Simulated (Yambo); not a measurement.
Yambo run on CdS (zinc blende, space group F-43m, No. 216). The wavefunctions are PBEsol (Quantum ESPRESSO, PseudoDojo norm-conserving, 102 Ry, with spin-orbit coupling) ones on a 4×4×4 mesh (26 occupied bands); a = 4.119 Å, b = 4.119 Å, c = 4.119 Å, α = 60.00°, β = 60.00°, γ = 60.00°.

Yambo input:

```
gw0
dyson
el_el_corr
HF_and_locXC
ppa
em1d
EXXRLvcs= 102 Ry
VXCRLvcs= 408 Ry
Chimod= "HARTREE"
% BndsRnXp
 9 | 238 |
%
NGsBlkXp= 10 Ry
% LongDrXp
 1.0 | 1.0 | 1.0 |
%
PPAPntXp= 27.2114 eV
% GbndRnge
 1 | 238 |
%
GTermKind= "BG"
DysSolver= "n"
ExtendOut
% QPkrange
 1 | 1 | 26 | 27 |
%
```

k points by index: 1 = Γ.

Resulting energies as the program prints them:

```
#    K-point    Band    Eo [eV]    E [eV]    E-Eo [eV]    Vxc [eV]    Vnlxc [eV]    Sc|Eo [eV]    Sc|E [eV]    dSc/dw|Eo [eV]    Re(Z)    Im(Z)
#
    1    26    0.000000    -0.730942    -0.730942    -15.24714    -17.91774    1.744592    1.939659    -7.260992    0.789366    -0.001350
    1    27    0.997986    1.408336    0.410350    -10.79802    -6.710168    -3.586446    -3.677506    -6.036953    0.818427    -0.001231
```
(The two width columns are left out.) Convergence of these settings isn't established.

Geometry relaxed with PBEsol.
